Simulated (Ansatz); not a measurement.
# HfW$_{2}$ in Ansatz, settings compared

Run with:

```bash
ansatz run input.yaml --threads 1 --pin off --max-ram 2560MiB --backend cpu --events-out ev --progress --plain --runs-dir out
```

Input:

```yaml
crystal:
  lattice:
    - [0.0, 3.818946, 3.818946]
    - [3.818946, 0.0, 3.818946]
    - [3.818946, 3.818946, 0.0]
  atoms:
    - { symbol: W, position: [0.625, 0.625, 0.625] }
    - { symbol: W, position: [0.125, 0.625, 0.625] }
    - { symbol: W, position: [0.625, 0.625, 0.125] }
    - { symbol: W, position: [0.625, 0.125, 0.625] }
    - { symbol: Hf, position: [0.0, 0.0, 0.0] }
    - { symbol: Hf, position: [0.25, 0.25, 0.25] }
  symmetry: { tolerance: 0.0003 }
kpoints:
  mp_grid: { grid: [4, 4, 4], shift: [0, 0, 0] }
magnetization:
  spin_polarized: false
scf:
  occupations: { method: cold, width: 0.0287 }
hamiltonian:
  pseudopotentials: { kind: paw }
  xc: r2scan
basis:
  ecutwfc: 500
output:
  forces: true
  stress: true
  eigenvalues: true
```

Origin of the cell: a database entry, scaled a little.

Output of this run (shortened):

```
Pseudopotentials: kind: paw
Pseudopotential: W, paw, valence charge 14, recommended cutoff 500 eV (meta_gga), W.paw.azcp
Pseudopotential: Hf, paw, valence charge 26, recommended cutoff 500 eV (meta_gga), Hf.paw.azcp
Functional definition: r2SCAN
  exchange = r2scan_x(k0 = k0, k1 = k1, a1 = a1)
  correlation = r2scan_c
Crystal: 6 atoms, lattice volume = 111.394 Å³
Basis set: ecut = 500 eV, 2741 PW (Γ), exchange–correlation on 160×160×160 points (64 copies of the dense FFT grid, shifted against one another)
Bands: 65, of which v1, the nominal top of the filled ones, is band 54 counted from 1 (53 counted from 0)
Symmetry: 48 space group operations
Space group: Fd-3m (ITA 227), of the structure as read, at distance tolerance 1.4e-3 Å
[… 7 lines left out …]
Initial density: superposition of atomic densities (neutral atoms: chi_scale 0, normalization atom), corrected by the library's trained network
Functional: x = r2scan, c = r2scan; τ floored in thin density (d = 2e-4 eV/Å³)
SCF iter   1: F=—  HF=-73056.337611 eV  Δρ=8.10e-3  dr2=6.74e-2  dr2_τ=2.40e-1  defer=2
SCF iter   2: F=—  HF=-73056.381977 eV  S|Δr|=   6.04e-4  Δρ=3.94e-3  dr2=1.61e-2  dr2_τ=2.31e-3  defer=32
SCF iter   3: F=—  HF=-73056.382452 eV  S|Δr|=   1.64e-3  Δρ=2.43e-3  dr2=2.82e-3  dr2_τ=6.27e-4  defer=24
SCF iter   4: F=—  HF=-73056.385337 eV  S|Δr|=   2.26e-3  Δρ=1.25e-3  dr2=1.02e-3  dr2_τ=1.38e-4  defer=24
SCF iter   5: F=—  HF=-73056.385819 eV  S|Δr|=    0.00e0  Δρ=2.53e-4  dr2=3.41e-5  dr2_τ=4.09e-6  defer=24
SCF iter   6: F=—  HF=-73056.385855 eV  S|Δr|=    0.00e0  Δρ=3.82e-5  dr2=1.34e-6  dr2_τ=1.15e-7  defer=24
SCF iter   7: F=-73056.385856 eV  HF=-73056.385856 eV  S|Δr|=    0.00e0  Δρ=3.17e-6  dr2=8.86e-9  dr2_τ=6.24e-9
SCF 1 converged in 7 iterations: F = -73056.385856 eV  dr2 = 8.86e-9
SCF converged after 7 iterations
Stability not checked: this state was not tested for a lower state beside it, because cold or Methfessel-Paxton smearing, or corrected tetrahedra, fill the levels in a way that the test cannot read (fill_not_monotonic; […]
Free energy (F): -73056.385856 eV
Harris-Foulkes:  -73056.385856 eV  (|F-HF|=1.32e-8)
Internal energy: -73056.386733 eV  (E = F + TS)
E sigma→0 (E₀):  -73056.386148 eV
Entropy (-TS):   0.000878 eV (0.146 meV/atom)
Fermi energy:    20.009567 eV
--- Per-component energies (eV) ---
  E_band       = -406.798672
  E_kinetic    = 2638.298625
  E_local      = -13160.465372  (includes V_loc(G=0)·N_el)
  E_nonlocal   = -2491.012100
  E_hartree    = 5915.401638
  E_xc         = -1558.801958
  E_vxc        = -1620.462934  (∫ρ·V_xc dr)
  E_paw        = -48275.045117  (= ΣΔE_a)
  E_vpaw       = 2313.691982  (= ΣTr[D̂ρ^β])
  E_aug_tail   = -0.000216  (compensation charges beyond the density's cutoff)
  E_vtau       = 82.351354  (kinetic-family band-sum trace: ∫τ·v_τ [+ j·A + Jᵃ·Aᵃ] dr)
  E_ewald      = -16123.053482
  E_core_change = -1.708751  (= ΣΔE_core)
  E_smearing   = 0.000878  (= −TS)
  Σ components = -73056.385856   (vs F -73056.385856, Δ=0.00e0)
[… 2 lines left out …]
  atom   2  W      0.000000    -0.000000     0.000000
  atom   3  W      0.000000    -0.000000    -0.000000
  atom   4  W      0.000000    -0.000000     0.000000
  atom   5  Hf    -0.000000    -0.000000    -0.000000
  atom   6  Hf    -0.000000    -0.000000     0.000000
  max |Σ_I F_I| component: 5.78e-18 eV/Å
--- Stress (GPa, compression-positive) ---
       -5.099554      -0.000000      -0.000000
       -0.000000      -5.099554       0.000000
       -0.000000       0.000000      -5.099554
  P = ⅓ Tr σ = -5.0996 GPa (-50.996 kbar)
```

The same input was run again with these changes:

1. `scf.occupations.width` 0.0287 → 0.05
2. `scf.mixing.algorithm` default → anderson; `scf.mixing.beta` default → 0.3
3. `basis.ecutwfc` 500 → "33.1 Ry"; `scf.occupations.width` 0.0287 → 0.15
4. `scf.eigensolver.kind` default → davidson; `basis.precision` default → f64

```tsv
run	end	SCF iterations	P (GPa)	max force component (eV/Å)	moment (μB)	ΔE(σ→0) (meV/atom)
base	converged	7	-5.10	0.000	–	0
1	converged	7	-5.10	0.000	–	0.07
2	converged	10	-5.10	0.000	–	0.00
3	converged	7	-5.05	0.000	–	1.69
4	converged	8	-5.10	0.000	–	0.00
```

Energies are compared only where functional, datasets, charge and starting cell are the same.

Caveats of the base run: no moments, though an odd count or open d shells may carry them; no spin-orbit coupling, though heavy elements are present; the k mesh is coarse if the cell is a metal.

Run 3: the cutoff lies below the datasets' advice.

Time of the base run: 4.2 s on 1 thread of AMD EPYC 9R45 96-Core Processor (Zen 5) (shared host), peak memory 0.75 GiB, from the program's own first density.
